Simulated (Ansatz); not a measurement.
# GaB₂Os₃, a known structure type with other elements, at an estimated volume

```
B Os Ga
1.0
     5.34569    0.00000    0.00000
    -2.67285    4.62951    0.00000
     0.00000    0.00000    3.00260
B Os Ga
2 3 1
Direct
  0.33330 0.66670 0.00000
  0.66660 0.33330 0.00000
  0.50000 0.00000 0.50000
  0.50000 0.50000 0.50000
  0.00000 0.50000 0.50000
  0.00000 0.00000 0.00000
```

Method: r2SCAN, no spin polarisation; PAW, plane waves to 500 eV, 7×7×11 Γ-centred mesh, gaussian occupations (width 0.0513 eV) (Ansatz 0.2.0), atoms fixed.

Problem. What is the formation energy?

Solution. 0.43 eV an atom against the elements' usual phases (free molecules for gases, crystals otherwise, with no correction for O₂ or N₂), so at this geometry it isn't bound against them. Relaxing would lower it.

Problem. What does the stress say?

Solution. The pressure is 8.3 GPa (compression positive), so with the atoms held at these fractions the cell would first expand. The principal stresses -4.1, 14.4, 14.4 GPa differ, so its shape would change too.

Problem. What happens at the Fermi level?

Solution. It is a metal, with about 4.7 states/eV a cell as the mean within 0.25 eV of the Fermi level, mostly Os d (80 %).

Problem. Which element gives electrons and which takes them?

Solution. Bader charges in e: Ga +0.77, B -0.16, Os -0.15. In the mean Ga gives up most and B takes most.

Origin: a known structure type with other elements, at an estimated volume, so it need not be a known compound. Caveats: many states at the Fermi level without spin polarisation, so a magnetic state may lie lower.
